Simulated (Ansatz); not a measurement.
SrO:
Space group Fm-3m (No. 225); a = b = c = 5.122 Å, α = β = γ = 90.00°

```
atom  site  symmetry       x       y       z
----  ----  --------  ------  ------  ------
Sr      4a      m-3m  0.0000  0.0000  0.0000
O       4b      m-3m  0.5000  0.5000  0.5000
```
(The calculation used a cell of 2 atoms; values per cell refer to that cell.)

Relaxed with PBEsol. PBEsol (plane waves, PAW; program Ansatz) gives a gap of 3.20 eV.

Q: What gap does HSE06 give on the same cell (Ansatz, PAW)?

A: 4.79 eV, 1.60 eV more. The hybrid was solved on a coarser mesh and at special points; its gap is the smallest among all of these.

```csv
k,v1 PBEsol,c1 PBEsol,v1 HSE06,c1 HSE06
Γ,0.00,3.93,[?],[?]
X,-0.07,3.20,-0.08,4.79
L,-1.15,6.57,[?],[?]
W,-0.41,5.99,[?],[?]
K,-0.44,4.74,[?],[?]
```

Q: Top valence (v1) and lowest conduction level (c1) in eV from each method's valence maximum (which need not be a listed point): supply the withheld HSE06 values.

A: 
- W, v1 HSE06: -0.42
- W, c1 HSE06: 7.70
- Γ, v1 HSE06: 0.00
- Γ, c1 HSE06: 5.59
- L, v1 HSE06: -1.19
- L, c1 HSE06: 8.35
- K, v1 HSE06: -0.46
- K, c1 HSE06: 6.38

Cost on shared cores: the PBEsol run (SCF on a 9×9×9 mesh, then bands and DOS) around 7 core-seconds (rough), the HSE06 run (SCF on 7×7×7, then a few points) about 60 core-seconds (a rough figure); the tasks are unlike.

The PBEsol relaxation kept the symmetry of its start. Spin–orbit coupling is left out wherever it is not named.

Potentials: the later of the program's two PAW sets.
